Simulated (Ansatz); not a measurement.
Molecular dynamics on a 1×2×2 supercell (20 atoms) of SrTiO₃ (Pm-3m), relaxed with r2SCAN. Forces come from PBE in the plane-wave code Ansatz: a Langevin thermostat at fixed volume, 2200 K, steps of 1.5 fs. Classical nuclei, no spin polarisation; a few dozen steps show the first response, not equilibrium.

```yaml
crystal:
  lattice:
    - [3.906851503, 0.0, 0.0]
    - [0.0, 7.813703006, 0.0]
    - [0.0, 0.0, 7.813703006]
  atoms:
    - { symbol: Sr, position: [0.0, 0.0, 0.0] }
    - { symbol: Ti, position: [0.5, 0.25, 0.25] }
    - { symbol: O, position: [0.5, 0.0, 0.25] }
    - { symbol: O, position: [0.5, 0.25, 0.0] }
    - { symbol: O, position: [0.0, 0.25, 0.25] }
    - { symbol: Sr, position: [0.0, 0.0, 0.5] }
    - { symbol: Ti, position: [0.5, 0.25, 0.75] }
    - { symbol: O, position: [0.5, 0.0, 0.75] }
    - { symbol: O, position: [0.5, 0.25, 0.5] }
    - { symbol: O, position: [0.0, 0.25, 0.75] }
    - { symbol: Sr, position: [0.0, 0.5, 0.0] }
    - { symbol: Ti, position: [0.5, 0.75, 0.25] }
    - { symbol: O, position: [0.5, 0.5, 0.25] }
    - { symbol: O, position: [0.5, 0.75, 0.0] }
    - { symbol: O, position: [0.0, 0.75, 0.25] }
    - { symbol: Sr, position: [0.0, 0.5, 0.5] }
    - { symbol: Ti, position: [0.5, 0.75, 0.75] }
    - { symbol: O, position: [0.5, 0.5, 0.75] }
    - { symbol: O, position: [0.5, 0.75, 0.5] }
    - { symbol: O, position: [0.0, 0.75, 0.75] }
kpoints:
  mp_grid: { grid: [4, 2, 2] }
hamiltonian:
  xc: pbe
scf:
  occupations: { method: fermi_dirac, width: 0.19 }
md:
  ensemble: nvt_langevin
  temperature: 2200
  timestep: 1.5
  n_steps: 30
  initial_velocities: maxwell_boltzmann
  seed: 7404
```

Run as `ansatz run input.yaml --threads 4 --pin off --max-ram 5529MiB --backend cpu --events-out ev --progress --plain --runs-dir out`.

Problem. What wall time did it need on 4 threads of Arm Neoverse N1, with other jobs on the host, and how much host memory at the peak?

Solution. About 4.5 min, with a peak of 0.99 GiB.

```csv
step,t (fs),T (K),free energy F from step 0 (meV/atom),kinetic energy (meV/atom),largest force (eV/Å)
0,0,2090,0.0,270.2,0.00
1,1.5,2136,2.5,276.1,0.61
2,3,1956,9.9,252.8,1.28
3,4.5,1933,22.3,249.8,2.05
4,6,1767,39.0,228.4,2.92
5,7.5,1544,58.6,199.6,3.84
6,9,1353,79.8,174.9,4.79
7,10.5,1361,100.5,175.9,5.62
8,12,1275,118.3,164.8,6.12
9,13.5,1240,131.7,160.3,6.19
10,15,1178,140.7,152.2,6.16
11,16.5,1251,145.0,161.7,6.10
12,18,1317,144.1,170.2,5.69
13,19.5,1271,141.5,164.3,5.05
14,21,1287,140.6,166.4,4.32
15,22.5,1322,141.8,170.9,3.68
16,24,1347,144.7,174.1,3.30
17,25.5,1433,149.7,185.3,3.31
18,27,1431,156.7,185.0,3.23
19,28.5,1450,165.7,187.5,3.31
20,30,1405,176.4,181.6,3.63
21,31.5,1384,187.0,178.9,3.78
22,33,1266,196.2,163.6,3.71
23,34.5,1083,203.3,140.0,3.46
24,36,1037,208.1,134.1,3.37
25,37.5,1116,211.9,144.3,3.51
26,39,1097,216.5,141.8,4.09
27,40.5,1023,221.8,132.2,4.69
28,42,1049,224.5,135.6,5.09
29,43.5,1051,222.9,135.8,5.30
30,45,1127,219.0,145.7,5.39
```

The temperature starts at 2090 K, is lowest at step 27 (1023 K, 40.5 fs) and ends at 1127 K. The thermostat hasn't had time to restore it. The atoms start on their lattice sites with kinetic energy alone, so much of it first passes into potential energy. By the last step the atoms have moved 0.28 Å in the root mean square, the drift of the whole cell taken out, 0.44 Å at most.

Positions (Å) and forces (eV/Å) at step 30:
```
Sr   0.075   0.102  -0.005    -0.246  -1.307   1.076
Ti   2.186   2.056   2.110    -3.434  -3.266  -1.788
O    2.003   0.125   1.852    -0.253  -0.846   1.306
O    2.002   2.055   0.216    -0.966  -0.028   0.081
O   -0.026   1.987   2.184     3.080   0.660   0.188
Sr  -0.041  -0.042   3.562     0.244  -0.400   1.372
Ti   1.944   1.687   5.934    -0.085   1.384   0.053
O    2.162  -0.231   5.640    -0.814   3.096   2.001
O    1.923   2.008   4.172    -0.413  -0.238  -1.726
O   -0.191   1.855   6.183     3.008  -0.440  -0.564
Sr  -0.123   3.850  -0.039     0.623  -0.023  -0.755
Ti   1.908   5.561   1.935    -0.562   5.263  -1.036
O    2.166   3.905   2.400    -1.224  -0.538  -0.560
O    1.544   5.791   0.110     1.738  -0.522   1.142
O   -0.076   5.825   2.047    -0.709  -0.557   0.061
Sr  -0.016   3.940   4.013     0.539  -0.609   1.439
Ti   1.922   5.726   5.794    -0.249  -0.793   2.487
O    2.048   3.799   6.120    -1.200   0.301  -1.326
O    1.508   5.907   4.087     1.116  -1.179  -3.309
O   -0.084   5.672   6.006    -0.194   0.040  -0.141
```
